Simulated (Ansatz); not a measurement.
The elements of this relaxed trial crystal are hidden behind letters.

```
lattice vectors (Å)
  -3.4498    3.4498    3.4498
   3.4498   -3.4498    3.4498
   3.4498    3.4498   -3.4498
fractional positions
X 0.0000 0.5000 0.5000
X 0.5000 0.5000 0.0000
X 0.5000 0.0000 0.5000
Z 0.0000 0.0000 0.0000
Z 0.0000 0.0000 0.5000
Z 0.0000 0.5000 0.0000
Z 0.5000 0.0000 0.0000
Z 0.5000 0.5000 0.5000
```

The calculation used DFT PBE, scalar-relativistic, plane waves, PAW (Ansatz). Settings of the last relaxation (8-atom cell): 420 eV, 8×8×8 k points, Gaussian smearing of 0.10 eV, no spin polarisation.

| Quantity | Value |
| --- | --- |
| Space group | Im-3m (No. 229) |
| Conventional cell | a = 6.900 Å |
| Volume per atom | 20.53 Å³ |
| Density | 13.93 g/cm³ |
| Formation energy | −0.14 eV/atom |
| Gap on the 8×8×8 mesh of the 8-atom cell | 0 eV (a metal) |

Energies are uncorrected and count from the elements' standard states at the same level.

**Question.** X is a lanthanide and Z is a d-block element of period 6. Which elements are they?

**Answer.** X = La, Z = Ir, so the formula is La3Ir5. Density times volume gives a mean mass of 13.93 × 20.53/1.6605 = 172.2 u per atom, and this set has 172.2 u. Around La lie 8 Ir at 2.99 Å, 2 Ir at 3.45 Å and 4 La at 3.45 Å; Ir on a site of symmetry m-3m is surrounded by 8 Ir at 2.99 Å and 6 La at 3.45 Å; Ir on a site of symmetry -3m is surrounded by 2 Ir at 2.99 Å, 6 La at 2.99 Å and 6 Ir at 3.45 Å. Other sets within the hints have nearly the same mass, so mass alone doesn't settle it; this one was computed.

Spin–orbit coupling, which can matter for Ir, is left out. Symmetry constrained the relaxation, so the result can be a saddle point.
